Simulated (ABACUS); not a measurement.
# Parameter sweep on a model cell of Hg (Fd-3m, 2 atoms in the cell; prototype structure)

```
CELL_PARAMETERS angstrom
      0.00000     3.24757     3.24757
      3.24757     0.00000     3.24757
      3.24757     3.24757     0.00000
ATOMIC_POSITIONS crystal
  Hg 0.75000 0.75000 0.75000
  Hg 0.50000 0.50000 0.50000
```

Base run A: PBEsol, PseudoDojo 0.4 standard norm-conserving PBEsol (tails mended) pseudopotentials run with ABACUS, self-consistent single point.

Its settings: KPT = Gamma 10 10 10 0 0 0; basis_type = pw; ecutwfc = 66 Ry; smearing_method = gaussian; smearing_sigma = 0.0199916 Ry; potentials = PseudoDojo 0.4 standard norm-conserving PBEsol (tails mended); symmetry = 1; symmetry_prec = 1e-05; ks_solver = dav; scf_nmax = 100; scf_thr = 1.0e-09 Ry; mixing_type = pulay; mixing_beta = 0.4.

Lattice and positions were typed or generated, without prior relaxation.

ΔF is the free energy per atom less that of run A. 

A variant of run A gave: the free energy goes up by 24.4 meV/atom and the pressure goes from 1.02 to 2.88 GPa.

**Question.** What was changed between the two runs?
A. volume scaled by 1.02
B. volume scaled by 1.06
C. volume scaled by 0.94
D. volume scaled by 0.99

**Answer.** C, volume scaled by 0.94. That run gave: ΔF (meV/atom) 24.4; pressure (GPa) 2.88.

The base and the other variants:

```csv
change,ΔF (meV/atom),pressure (GPa)
base,0.00,1.02
volume scaled by 0.96,13.6,2.16
volume scaled by 0.98,5.6,1.55
volume scaled by 0.99,2.5,1.26
volume scaled by 1.01,-2.00,0.80
volume scaled by 1.02,-3.5,0.59
volume scaled by 1.04,-5.3,0.22
volume scaled by 1.06,-5.7,-0.09
```

“Tails mended”: in these copies of the files the far tail of each local potential was reset to the Coulomb form.
